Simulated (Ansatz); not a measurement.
## Trial structures of ScB2P3: starts and ends

All numbers below come from DFT PBE, scalar-relativistic, plane waves, PAW (Ansatz 0.2.0). Settings: cutoff 420 eV, Γ-centred meshes spaced at most about 0.3 Å⁻¹, and about 0.25 Å⁻¹ or finer for metals (2π included), Gaussian smearing. No spin polarisation in the final relaxations.

Each guess was relaxed in cell and atoms at zero pressure, within the symmetry of its start. These are static total energies at zero pressure. Coordination counts P atoms around B and Sc (those within 1.25 times the shortest such distance or 1.15 times the sum of covalent radii; a plus sign parts nearer from farther groups; the shortest distance is added where it is long for a bond; a slash parts the counts of unlike sites).

```
guess      made from  start group  V start (Å³/atom)  end group  V end (Å³/atom)  coordination at the end  gap on mesh (eV)  E over the lowest end (meV/atom)
    1   CsLi2F3 type       I4/mmm               12.7     I4/mmm             14.1                Sc 4, B 5                 0                                 0
    2  LaAl2Ag3 type         Cmmm               15.3       Cmmm             14.6   Sc 4+4, B 4 from 2.3 Å                 0                                63
    3   Y2CoRu3 type         R-3m               16.5          ?                ?                        ?                 ?                                 ?
    4    random cell       P6/mmm               11.1     P6/mmm             15.7    Sc 12 from 3.5 Å, B 3                 0                               485
    5  DySi2Rh3 type       P6/mmm               15.4     P6/mmm             12.5               Sc 12, B 6                 0                               252
    6   Zr2As3S type         P4mm               13.9       P4mm             12.7   Sc 8, B 1/8 from 2.5 Å                 0                               295
```

Guess 3 as it starts:

```cif
data_structure
_symmetry_space_group_name_H-M 'R-3m:H'
_symmetry_Int_Tables_number 166
_cell_length_a 5.2027
_cell_length_b 5.2027
_cell_length_c 12.6416
_cell_angle_alpha 90.000
_cell_angle_beta 90.000
_cell_angle_gamma 120.000
_cell_volume 296.34
loop_
_atom_site_label
_atom_site_type_symbol
_atom_site_symmetry_multiplicity
_atom_site_Wyckoff_symbol
_atom_site_fract_x
_atom_site_fract_y
_atom_site_fract_z
_atom_site_occupancy
Sc1 Sc 3 b 0.33333 0.66667 0.16667 1
B1 B 6 c 0.33333 0.66667 0.79109 1
P1 P 9 e 0.50000 0.50000 0.00000 1
```

Task: Fill in the missing row: what does this guess relax into, and where does it rank?

Result: It ends in space group R-3m (No. 166), with a = 4.650 Å, c = 13.978 Å, 14.5 Å³/atom and no gap. It lies 0.39 eV/atom over the lowest end, above guess 6 and below guess 4. The shortest distance is 2.14 Å (B–P) in this end and 2.06 Å (B–P) in the lowest (guess 1). This end holds P–P nets (shortest 2.33 Å); in the lowest (guess 1) the shortest P–P distance is 2.73 Å, near bonding range too.

```xyz
6
Lattice="2.3252 1.3425 4.6592 -2.3252 1.3425 4.6592 0.0000 -2.6850 4.6592" Properties=species:S:1:pos:R:3 pbc="T T T"
Sc    0.0000    0.0000    6.9888
B     0.0000    0.0000    2.9956
B     0.0000    0.0000   10.9820
P     1.1626   -0.6712    4.6592
P    -1.1626   -0.6712    4.6592
P     0.0000    1.3425    4.6592
```

Energies over the elements count from the elements' standard structures at the same level, with no fitted energy shifts. The references include black phosphorus.

Task: Is the lowest end bound against the elements?

Result: No: its formation energy is +0.12 eV/atom. It can't be a ground state, since the elements alone are lower.

The reference form of P is held partly by dispersion forces, which this level lacks. Cells relaxed within their symmetry can be saddle points. A lower structure may well exist outside this small set. Some candidate types were left out of the draw beforehand, so a known form may be missing.
